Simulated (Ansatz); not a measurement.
# Band table of W (bcc type)

```
W
1.0
    -1.44606    1.44606    1.44606
     1.44606   -1.44606    1.44606
     1.44606    1.44606   -1.44606
W
1
Direct
  0.00000 0.00000 0.00000
```

The cell comes from a relaxation on PAW files under the same functional.

Computed with Ansatz 0.2.0; functional PBE, scalar-relativistic. Settings: a Γ-centred 19×19×19 k mesh, Fermi–Dirac smearing of 0.05 eV, no spin polarisation. Methods: LAPW: all electrons, basis error target 1 meV/atom.

This run: volume at 0.75 of the series' base cell.

Spin–orbit coupling is left out, which matters for the heavy atoms.

Path points, in fractions of the reciprocal vectors: Γ (0.000, 0.000, 0.000), H (0.500, -0.500, 0.500), N (0.000, 0.000, 0.500), P (0.250, 0.250, 0.250). The distance column jumps between branches of the path. Levels in eV from the Fermi level; bands 20 to 25, counted from the lowest band of the run. The gap is zero, the pressure 156.0 GPa.

```
# k(1/Å) point b20 b21 b22 b23 b24 b25
0.000 Γ -11.12 -2.01 -2.01 -2.01 2.67 2.67
0.272 - -10.58 -2.06 -2.06 -1.78 1.74 2.99
0.543 - -9.13 -2.06 -2.06 -1.08 -0.31 3.84
0.815 - -7.23 -2.56 -1.74 -1.74 0.05 4.79
1.086 - -5.69 -4.62 -0.89 -0.89 1.55 5.04
1.358 - -6.31 -5.56 0.56 0.56 3.31 5.46
1.629 - -7.56 -6.79 2.64 2.64 5.11 7.22
1.901 - -8.32 -8.07 5.21 5.21 6.59 9.54
2.173 H -8.58 -8.58 7.19 7.19 7.19 10.76
2.365 - -8.42 -8.35 5.72 5.89 7.25 10.78
2.557 - -7.97 -7.68 3.31 3.60 7.40 10.79
2.749 - -7.36 -6.60 0.94 1.46 7.64 10.66
2.941 - -6.90 -5.16 -1.17 0.04 7.94 10.18
3.133 - -7.02 -3.41 -2.92 -0.13 8.25 9.14
3.325 - -7.63 -4.24 -1.44 0.83 7.54 8.52
3.517 - -8.21 -5.05 0.62 2.16 5.61 8.71
3.709 N -8.43 -5.33 2.06 2.85 4.20 8.78
3.901 - -8.34 -5.23 1.19 3.06 4.04 7.95
4.093 - -8.10 -4.94 -0.31 2.90 3.66 6.07
4.285 - -7.93 -4.49 -1.73 2.40 3.25 3.95
4.477 - -8.22 -3.91 -2.52 1.88 1.96 2.93
4.669 - -9.08 -3.26 -2.51 0.29 1.62 2.75
4.861 - -10.10 -2.64 -2.21 -0.97 1.82 2.67
5.053 - -10.85 -2.18 -2.05 -1.75 2.36 2.66
5.245 Γ -11.12 -2.01 -2.01 -2.01 2.67 2.67
5.480 - -10.71 -2.21 -2.21 -1.54 2.46 2.46
5.715 - -9.64 -2.81 -2.81 -0.10 2.23 2.23
5.950 - -8.16 -3.62 -3.62 2.27 2.38 2.38
6.186 - -6.53 -4.32 -4.32 2.85 2.85 5.39
6.421 - -4.92 -4.67 -4.67 3.45 3.45 8.86
6.656 - -4.62 -4.62 -3.57 4.00 4.00 11.99
6.891 - -4.22 -4.22 -3.00 4.37 4.37 10.49
7.126 P -3.65 -3.65 -3.65 4.50 4.50 9.62
7.362 - -4.98 -3.16 -3.16 4.36 4.36 10.10
7.597 - -5.96 -3.06 -3.06 3.98 3.98 10.88
7.832 - -5.95 -3.63 -3.63 3.71 3.71 11.53
8.067 - -4.82 -4.82 -4.72 3.87 3.87 12.09
8.302 - -6.22 -6.22 -2.34 4.50 4.50 12.58
8.537 - -7.46 -7.46 0.94 5.46 5.46 12.79
8.773 - -8.29 -8.29 4.67 6.56 6.56 11.60
9.008 H -8.58 -8.58 7.19 7.19 7.19 10.76
10.889 P -3.65 -3.65 -3.65 4.50 4.50 9.62
11.025 - -4.18 -3.90 -3.01 4.42 4.49 9.84
11.161 - -4.59 -4.55 -2.27 4.20 4.45 10.48
11.297 - -5.44 -4.89 -1.45 3.90 4.40 11.42
11.432 - -6.37 -5.10 -0.56 3.57 4.35 11.72
11.568 - -7.21 -5.22 0.34 3.27 4.29 10.68
11.704 - -7.87 -5.29 1.18 3.04 4.24 9.74
11.840 - -8.29 -5.32 1.81 2.90 4.21 9.05
11.976 N -8.43 -5.33 2.06 2.85 4.20 8.78
```
